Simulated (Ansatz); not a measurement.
BiB (zinc blende, F-43m), the program Ansatz at the r²SCAN level (PAW), all energies at zero smearing, with the estimated change up to a 700 eV cutoff added, with one set of potentials and settings (totals compare only within such a set). Cell of 2 atoms (1 Bi, 1 B): -12566.085 eV.

| element | reference phase | E (eV/atom) |
|---|---|---|
| Bi | R-3m, 2 atoms in the cell | -12411.0586 |
| B | R-3m, 12 atoms in the cell | -156.5544 |

Formation energy per atom, worked out: (-12566.085 − 1×(-12411.0586) − 1×(-156.5544))/2 = 0.764 eV/atom (74 kJ per mol of atoms), at 0 K, without zero-point energy or fitted corrections.

The cell is a constructed one: a structure type filled with these elements; neither database checked (COD, Materials Project) lists it. Whether it is the stable phase at ambient conditions was not checked. The cell was relaxed with r²SCAN under the symmetry of its start; whether a distortion lowers the energy is not shown. The references are the lowest solids computed at this level, not always the standard phases. Spin–orbit coupling is left out wherever it is not named.

Potentials: the later of the program's two PAW sets.
